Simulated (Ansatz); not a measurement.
Data:

CoGe:
```
CELL_PARAMETERS angstrom
      3.47857     0.00000     0.00000
     -1.73929     3.01253     0.00000
      0.00000     0.00000     2.66658
ATOMIC_POSITIONS crystal
  Co 0.00000 0.00000 0.00000
  Ge 0.66667 0.33333 0.50000
```

This is the PBE-relaxed structure.

**Question.** All from PBE (plane waves, PAW; program Ansatz), unless another level is named. Predict the electronic character.

**Answer.** metallic (no gap).

**Question.** Give the density of states at the Fermi level.

**Answer.** 0.64 states/eV per atom (mean over ±0.08 eV).

**Question.** Predict the formation energy from the elements (no fitted shifts).

**Answer.** -0.072 eV/atom.

Space group P-6m2. The cell is a constructed one: a structure type filled with these elements; neither database checked (COD, Materials Project) lists it. Its standing as an ambient phase is unchecked. The PBE relaxation kept the symmetry of its start; whether a distortion lowers the energy is not shown. The workflow began spin-polarised and lost its moments. The cell computed holds one magnetic atom, so no antiferromagnetic order was within reach. The references are the lowest solids computed at this level, not always the standard phases. Spin–orbit coupling is left out wherever it is not named.

Potentials: the later of the program's two PAW sets.
